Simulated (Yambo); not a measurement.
GaSb (zinc blende, space group F-43m, No. 216), G0W0@LDA in Yambo; all else as in the reference (4×4×4 Γ-centred k mesh, 133 bands and a 10 Ry block in the screening, 133 bands in G with the Bruneval-Gonze terminator, plasmon pole fitted at 27.2 eV). One parameter is varied: the cutoff of the wavefunctions in Yambo, over 10, 20, 30, 50, 84 Ry.

### Question
From which value on does the gap Γ → Γ stay within 0.05 eV of the largest setting?

### Answer
From 30 Ry on.
| cutoff of the wavefunctions in Yambo (Ry) | G0W0 gap (eV) | valence shift (eV) |
|---|---|---|
| 10 | 1.11 | -0.44 |
| 20 | 0.94 | -0.57 |
| 30 | 0.82 | -0.64 |
| 50 | 0.82 | -0.66 |
| 84 | 0.83 | -0.66 |
The last step of the sweep still moves the gap by 5 meV; the other settings are held fixed.

The standard potentials for Ga, Sb keep a d shell in the valence without the s and p states of that shell. In tests on such compounds this moved G0W0 gaps by up to about 0.9 eV, so absolute quasiparticle energies here are unreliable; differences between settings are what counts.

Spin-orbit coupling is not included.

Geometry relaxed with LDA; primitive cell a = b = c = 4.276 Å, α = β = γ = 60.00°.

A shift is the quasiparticle energy of the state minus its LDA energy.
